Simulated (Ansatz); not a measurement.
The relaxed structure here is a generated cell of TiSi2: the first start was made by placing the elements on the sites of a structure type, and the end was not matched to a known phase here, so it may be hypothetical. Known forms of TiSi2 include space group No. 63, 70.

The end point of a relaxation of TiSi2. Space group Pnma (No. 62). Calculation: PBEsol (plane waves to 420 eV, PAW, scalar-relativistic; Ansatz, a quantum-chemistry and plane-wave program).

```xyz
12
Lattice="5.7110 0.0000 0.0000 0.0000 3.5188 0.0000 0.0000 0.0000 8.4375" Properties=species:S:1:pos:R:3 pbc="T T T"
Ti     3.8036     0.8797     5.2544
Ti     0.9481     0.8797     7.4019
Ti     1.9074     2.6391     3.1832
Ti     4.7629     2.6391     1.0356
Si     3.5953     0.8797     7.8937
Si     0.7398     0.8797     4.7626
Si     2.1157     2.6391     0.5438
Si     4.9712     2.6391     3.6750
Si     3.6994     0.8797     2.5905
Si     0.8439     0.8797     1.6283
Si     2.0116     2.6391     5.8471
Si     4.8671     2.6391     6.8092
```

| Item | Result |
|---|---|
| Volume per atom | 14.13 Å³ |
| Density | 4.08 g/cm³ |
| Band gap | no gap (metallic) |
| Shortest distances | Si–Si 2.43 Å; Si–Ti 2.58 Å; Ti–Ti 3.31 Å |
| k-mesh | 7×11×5 |

Band energies at high-symmetry points (eV from the Fermi level; labels of this space group; no spin-orbit coupling), from −5 eV up to 1.8 eV:

| point | energies |
|---|---|
| Γ | -4.28 -3.48 -2.82 -2.50 -2.50 -2.45 -2.38 -2.29 -1.55 -1.36 -1.35 -0.75 -0.49 -0.26 -0.13 -0.06 0.16 0.81 0.93 0.98 1.16 1.53 1.54 |
| X | -3.92 -3.92 -2.96 -2.96 -2.90 -2.90 -2.25 -2.25 -1.91 -1.91 -1.37 -1.37 -1.09 -1.09 0.22 0.22 0.23 0.23 0.63 0.63 1.36 1.36 1.63 1.63 |
| S | -2.83 -2.83 -2.83 -2.83 -2.24 -2.24 -2.24 -2.24 -1.93 -1.93 -1.93 -1.93 1.65 1.65 1.65 1.65 |
| Y | -4.38 -4.38 -3.77 -3.77 -3.40 -3.40 -3.24 -3.24 -2.41 -2.41 -1.53 -1.53 0.12 0.12 0.75 0.75 0.98 0.98 1.54 1.54 |
| Z | -4.23 -4.23 -4.15 -4.15 -2.59 -2.59 -2.21 -2.21 -1.79 -1.79 -1.25 -1.25 -0.90 -0.90 -0.27 -0.27 0.38 0.38 0.70 0.70 1.55 1.55 1.82 1.82 |
| U | -3.75 -3.75 -2.94 -2.94 -2.40 -2.40 -2.19 -2.19 -1.96 -1.96 -1.49 -1.49 -0.79 -0.79 -0.17 -0.17 0.38 0.38 0.64 0.64 0.94 0.94 1.77 1.77 |
| R | -4.94 -4.94 -4.94 -4.94 -3.75 -3.75 -3.75 -3.75 -2.10 -2.10 -2.10 -2.10 -1.55 -1.55 -1.55 -1.55 0.84 0.84 0.84 0.84 |
| T | -4.57 -4.57 -3.50 -3.50 -3.18 -3.18 -2.60 -2.60 -2.56 -2.56 -2.05 -2.05 -0.83 -0.83 0.69 0.69 1.19 1.19 |

No spin polarisation in the result.

The run could not lose the symmetry of its start, so the end can be a saddle point.
